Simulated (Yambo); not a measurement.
**Convergence of the G0W0 gap of MgH2**

G0W0@PBEsol for MgH$_{2}$ (rutile, space group P4_2/mnm, No. 136) in Yambo. Reference settings: 4×4×6 Γ-centred k mesh, bands 9 to 111 and a 8 Ry block in the screening, 111 bands in G with the Bruneval-Gonze terminator, plasmon pole fitted at 27.2 eV. The PBEsol gap (0, 0.25, 0) → A on this mesh is 3.74 eV; G0W0 gaps are taken between the same points.

```tsv
change from the reference	G0W0 gap (0, 0.25, 0) → A (eV)	shift of the valence edge (eV)	rough Yambo cost
reference settings	5.95	-1.36	1
71 bands in G	5.95	-1.35	–
71 bands in W, 71 bands in G	5.92	-1.28	within a factor of two
51 bands in W	5.90	-1.21	within a factor of two
7 Ry block	5.91	-1.32	within a factor of two
no random integration	5.90	-1.22	–
```

The reference isn't shown to be the converged limit. Costs are rough (shared machines), scaled to the same edge states, and given only for runs that recompute the screening. The mesh misses a band edge: along a dense path the PBEsol gap is 3.53 eV against 3.74 eV on the mesh.

Geometry of the Materials Project entry, not relaxed at this level; primitive cell a = 4.477 Å, b = 4.477 Å, c = 2.993 Å, α = 90.00°, β = 90.00°, γ = 90.00°.

A shift is the quasiparticle energy of the state minus its PBEsol energy.
